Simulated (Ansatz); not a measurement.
In DFT-PBEsol in the program Ansatz with PAW potentials, SiC2 in the tetragonal phase (P4_2/mmc; Si on 2e, C on 4i) relaxes to a = 3.156 Å, c = 6.870 Å. Si has 4 nearest neighbours from 1.89 Å (tetrahedral). Against the elements it lies at 0.43 eV/atom, with no fitted shifts.

Electronic character: metallic (no gap).

The bulk modulus is 162 GPa. The highest mode at Γ lies at 1499 cm^-1.

The start of the workflow was typed in or built on a structure type; neither database checked (COD, Materials Project) lists it. Its standing as an ambient phase is unchecked. The PBEsol relaxation kept the symmetry of its start; its stability against distortions is not shown here. Its formation energy is positive at this level, so the cell may be metastable or incomplete. As this level gives no gap, phonon frequencies hold no LO–TO term and depend on the k-mesh and smearing (Fermi–Dirac, 0.1 eV here). The references are the lowest solids computed at this level, not always the standard phases.

Potentials: the later of the program's two PAW sets.
